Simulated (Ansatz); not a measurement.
# NiSb, first-principles data

NiSb:
```
NiSb
1.0
    3.90829     0.00000     0.00000
   -1.95414     3.38467     0.00000
    0.00000     0.00000    10.34275
Ni Sb
4 4
Direct
  0.33333   0.66667   0.12667
  0.66667   0.33333   0.62667
  0.66667   0.33333   0.87333
  0.33333   0.66667   0.37333
  0.00000   0.00000   0.00000
  0.00000   0.00000   0.50000
  0.33333   0.66667   0.75000
  0.66667   0.33333   0.25000
```

Space group P6_3/mmc (No. 194); conventional cell a = 3.9083 Å, b = 3.9083 Å, c = 10.3428 Å, α = 90.00°, β = 90.00°, γ = 120.00°.

Method: PBEsol (plane waves, PAW; program Ansatz). The cell and atoms are relaxed at this level. Other levels are named where they apply.

**Cell and energy**

* **Volume per atom**: 17.10 Å³
* **Density**: 8.76 g/cm³
* **Formation energy from the elements (no fitted shifts)**: -0.12 eV/atom

**Electronic structure**

- Electronic character: metallic (no gap)
- Density of states at the Fermi level: 0.58 states/eV per atom (mean over ±0.08 eV)

**Magnetism**

* **Magnetic order**: non-magnetic (starting moments vanished)

**Mechanics**

- Elastic constants (relaxed ions, GPa): C11 = 160, C12 = 120, C13 = 102, C33 = 118, C44 = 45.5
- Mechanical stability: stable (all eigenvalues of C positive)
- Hill bulk and shear moduli: 117 and 27.2 GPa
- Young's modulus: 75.8 GPa
- Poisson's ratio: 0.39
- Debye temperature from the elastic constants: 230 K

A made-up cell: these elements were put on the sites of a structure type; the Crystallography Open Database files this formula in space group No. 194, but the cells were not matched. Whether it is the stable phase at ambient conditions was not checked. The cell was relaxed with PBEsol under the symmetry of its start; whether a distortion lowers the energy is not shown. The workflow began spin-polarised and lost its moments. As this level gives no gap, shear constants depend on the k-mesh and smearing (Fermi–Dirac, 0.1 eV here). On the denser mesh and wider smearing of the elastic run this cell carries a stress of 0.5 GPa. The references are the lowest solids computed at this level, not always the standard phases. Spin–orbit coupling is left out wherever it is not named.

Potentials: the later of the program's two PAW sets.
